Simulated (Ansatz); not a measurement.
Ca$_{2}$AsI:
```xyz
4
Lattice="2.1915 1.2653 7.4559 -2.1915 1.2653 7.4559 0.0000 -2.5305 7.4559" Properties=species:S:1:pos:R:3 pbc="T T T"
Ca     0.0000     0.0000     5.1703
Ca     0.0000     0.0000    17.1973
As     0.0000     0.0000    11.1838
I      0.0000     0.0000     0.0000
```

Relaxed with r²SCAN. Special points in fractions of this cell's reciprocal vectors: Γ (0.000, 0.000, 0.000); T (0.500, 0.500, 0.500); H2 (0.814, 0.186, 0.500); H0 (0.500, -0.186, 0.186); L (0.500, 0.000, 0.000); S0 (0.343, -0.343, 0.000); S2 (0.657, 0.000, 0.343); F (0.500, 0.000, 0.500).

### Question
List the band energies nearest the valence-band maximum at these points for DFT-r²SCAN with spin–orbit coupling in the program Ansatz with PAW potentials.

### Answer
In eV from the valence-band maximum; about four levels below and three above (degenerate sets whole), none deeper than 8.9 eV; points with the same levels are listed once.

```
k                     below                          above
--  -----------------------  -----------------------------
Γ     -0.14 -0.14 0.00 0.00            2.72 2.72 3.31 3.31
T   -0.30 -0.30 -0.17 -0.17  2.87 2.87 3.60 3.60 3.60 3.60
H2  -1.34 -1.34 -0.55 -0.55            3.13 3.13 3.15 3.15
L   -0.85 -0.85 -0.39 -0.39            2.47 2.47 3.32 3.32
S0  -1.38 -1.38 -0.56 -0.56            3.07 3.07 3.37 3.37
F   -0.55 -0.55 -0.37 -0.37            1.79 1.79 3.17 3.17
```

Space group R-3m. The workflow started from a Materials Project entry (that database holds measured and hypothetical structures alike); the Crystallography Open Database files this formula in space group No. 166, but the cells were not matched. Whether it is the stable phase at ambient conditions was not checked. Symmetry was held in the r²SCAN relaxation; whether a distortion lowers the energy is not shown.

Potentials: the later of the program's two PAW sets.
